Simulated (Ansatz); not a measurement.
A generator proposed this cell of Ti2BeH6.

```yaml
crystal:
  lattice:
    - [0.00000, 3.77979, 3.77979]
    - [3.77979, 0.00000, 3.77979]
    - [3.77979, 3.77979, 0.00000]
  atoms:
    - { symbol: Ti, position: [0.25000, 0.25000, 0.25000] }
    - { symbol: Ti, position: [0.75000, 0.75000, 0.75000] }
    - { symbol: Be, position: [0.00000, 0.00000, 0.00000] }
    - { symbol: H, position: [0.75000, 0.25000, 0.25000] }
    - { symbol: H, position: [0.25000, 0.75000, 0.75000] }
    - { symbol: H, position: [0.25000, 0.75000, 0.25000] }
    - { symbol: H, position: [0.75000, 0.25000, 0.75000] }
    - { symbol: H, position: [0.25000, 0.25000, 0.75000] }
    - { symbol: H, position: [0.75000, 0.75000, 0.25000] }
```

Computed with DFT PBE, scalar-relativistic, plane waves, PAW in Ansatz. Cutoff 420 eV; k points 4×4×4 on the computed 9-atom cell (Γ-centred); Gaussian smearing, width 0.10 eV; no spin polarisation.

The zero of energy is the elements' standard structures at the same level (H₂ as a molecule); no fitted shifts are applied.

**Question.** How far from equilibrium is it?

**Answer.** The pressure is -24.3 GPa (it wants to contract), the largest force is 0.65 eV/Å, and the energy is +0.66 eV/atom against the elements. The shortest distance is 1.89 Å.

**Question.** Is it a good guess?

**Answer.** A rough one: relaxing gains about 0.73 eV/atom (the start's value is from the coarse mesh, so the gain is rough) in 14 ionic steps and ends at −0.08 eV/atom on the finer mesh. The symmetry stays Fm-3m (No. 225). The volume per atom shrinks by 48.6 %, from 12.0 to 6.2 Å³. The shortest distance goes from 1.89 Å (Be–H) to 1.56 Å (Be–H). Conventional cell: a = 6.054 Å. Ti has 12 H at 2.14 Å and 4 Be at 2.62 Å; around Be lie 6 H at 1.56 Å and 8 Ti at 2.62 Å; H is surrounded by 1 Be at 1.56 Å, 4 H at 2.08 Å and 4 Ti at 2.14 Å.

The last run used a 10×10×10 mesh for its 9-atom cell and Gaussian smearing of 0.10 eV. With hydrogen, zero-point motion can shift formation energies by some tens of meV/atom. The relaxation can't lower the symmetry of the start, and the grade says only how near the guess is to its own end. A structure relaxed within its symmetry needn't be a true minimum.
